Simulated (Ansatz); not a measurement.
Relaxed-ion elastic tensor of TaAl (L1₀ or tetragonal B2, P4/mmm) in GPa (Voigt order), plane-wave PAW PBEsol (Ansatz code); density 10.55 g/cm³, 16.37 Å³ per atom.

```
 361  36.6   116   0.0   0.0   0.0
36.6   361   116   0.0   0.0   0.0
 116   116   236   0.0   0.0   0.0
 0.0   0.0   0.0   116   0.0   0.0
 0.0   0.0   0.0   0.0   116   0.0
 0.0   0.0   0.0   0.0   0.0  -3.3
```

Is the crystal mechanically stable?

No: the smallest eigenvalue of C is -3.3 GPa.

The start of the workflow was typed in or built on a structure type; neither database checked (COD, Materials Project) lists it. Its standing as an ambient phase is unchecked. Symmetry was held in the PBEsol relaxation. At this level the phase is mechanically unstable. No spin polarisation was allowed. As this level gives no gap, shear constants depend on the k-mesh and smearing (Fermi–Dirac, 0.1 eV here). Spin–orbit coupling is left out wherever it is not named.

Potentials: the later of the program's two PAW sets.
